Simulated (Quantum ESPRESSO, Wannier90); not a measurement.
# Tight-binding from DFT: In$_{2}$SbAs (R3m)

```
CELL_PARAMETERS angstrom
     -2.26984     3.93147     0.00000
     -4.53967     0.00000     0.00000
     -2.26984     1.31049     7.40137
ATOMIC_POSITIONS crystal
  In 0.99508 0.99508 0.01475
  In 0.50486 0.50486 0.48542
  Sb 0.37531 0.37531 0.87407
  As 0.87473 0.87473 0.37580
```

Cell from Materials Project (mp-1223844), symmetrised, no further relaxation. Not found in the COD (Crystallography Open Database) copy used; not checked further. Computed values, not measurements, from PBEsol: Quantum ESPRESSO (norm-conserving PseudoDojo potentials, cutoff 68 Ry, no spin polarisation, no spin-orbit coupling) on a Γ-centred 6×6×6 mesh, then Wannier90. Density: 8×8×8 mesh, cold smearing 0.01 Ry. Spin-orbit coupling is left out although heavy elements are present.

Base run: 16 functions from bands 21-46 of the 46 computed, start hydrogen-like In: s;p; Sb: s;p; As: s;p, centres 0.05 Å off the atoms, frozen window up to 1.50 eV relative to the Fermi level, outer window open. Rows change the key named; with other orbitals the number of functions and the frozen window follow, as listed; window edges are relative to the Fermi level. The misfit compares interpolated bands with pw.x on a high-symmetry path, for states up to 1.0 eV relative to the Fermi level. Converged means that the tolerances were met: symmetric starts can stop on a saddle, which shows as a larger Ω_OD at equal Ω_I and can move the misfit too.

Rows with other orbitals or bands describe another subspace, so their Ω_I can't be set against the base's. Runs that didn't settle are not listed.

```
setting                                                                                                 orbitals  bands  functions  frozen to (eV)  Ω_I (Å²)  Ω_D (Å²)  Ω_OD (Å²)  rms misfit (meV)  worst (meV)            ended
----------------------------------------------------------------------  ----------------------------------------  -----  ---------  --------------  --------  --------  ---------  ----------------  -----------  ---------------
base                                                                                         In sp, Sb sp, As sp  21-46         16            1.50     28.91      0.04       4.12               5.3           73        converged
num_iter = 0 (projection only), orbitals on the atoms                                        In sp, Sb sp, As sp  21-46         16            1.50     28.91      0.08      13.65               5.5           72  no minimisation
start: the same orbitals exactly on the atoms                                                In sp, Sb sp, As sp  21-46         16            1.50     28.91      0.04       4.12               5.2           73        converged
start: sp3 on every atom                                                                     In sp, Sb sp, As sp  21-46         16            1.50     28.91      0.04       4.12               5.2           74        converged
start: atomic waves of the pseudopotential files                        In 5s, In 5p, Sb 5s, Sb 5p, As 4s, As 4p  21-46         16            1.50     28.91      0.04       4.11               5.2           72        converged
atomic waves with projectability windows 0.01 and 0.95                  In 5s, In 5p, Sb 5s, Sb 5p, As 4s, As 4p  21-46         16            1.50     30.01      0.05       4.20               6.2           29        converged
start: SCDM erfc, mu = fit minus three sigma, no disentanglement steps  In 5s, In 5p, Sb 5s, Sb 5p, As 4s, As 4p  21-46         16            none     54.39      0.56      15.42                15           72        converged
```
